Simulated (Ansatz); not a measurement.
WF2: which magnetic state is lowest?

Theory: DFT PBE+U, scalar-relativistic, plane waves, PAW (Ansatz).

```yaml
crystal:
  lattice:
    - [3.27572, 0.00000, 0.00000]
    - [-1.63786, 2.83686, 0.00000]
    - [0.00000, 0.00000, 5.55446]
  atoms:
    - { symbol: W, position: [0.00000, 0.00000, 0.00000] }
    - { symbol: F, position: [0.33333, 0.66667, 0.22300] }
    - { symbol: F, position: [0.66667, 0.33333, 0.77700] }
```

The plane-wave cutoff is 420 eV. The Γ-centred k-mesh is 12×12×8 and the occupation rule is Gaussian smearing, 0.1 eV. The U_eff on Löwdin-orthogonalised atomic d orbitals is W 6.2 eV, the list of starting moments (μB, in atom order) is 1 0 0 and the check for lower electronic states after the SCF is on.

Each order was relaxed in cell and atoms. Spin–orbit coupling is left out, which for heavy magnetic ions can matter as much as these differences. Site moments are spin moments in atom-centred spheres that scale with the neighbour distance. The states are those that the runs reached from these starts; a lower one can exist. No antiferromagnetic start is among these.

Order the starts by the energy of the state that they reach, lowest first.
A. no spin
B. ferromagnetic

B (0.00 meV/atom), A (56.5 meV/atom).

```
        start ends energy above lowest (meV/atom) site moments (μB) gap on mesh (eV) volume (Å³/atom)
      no spin non-magnetic                            56.5     none over 0.05              1.36             21.01
ferromagnetic ferromagnetic                            0.00            W +1.38             metal             17.21
```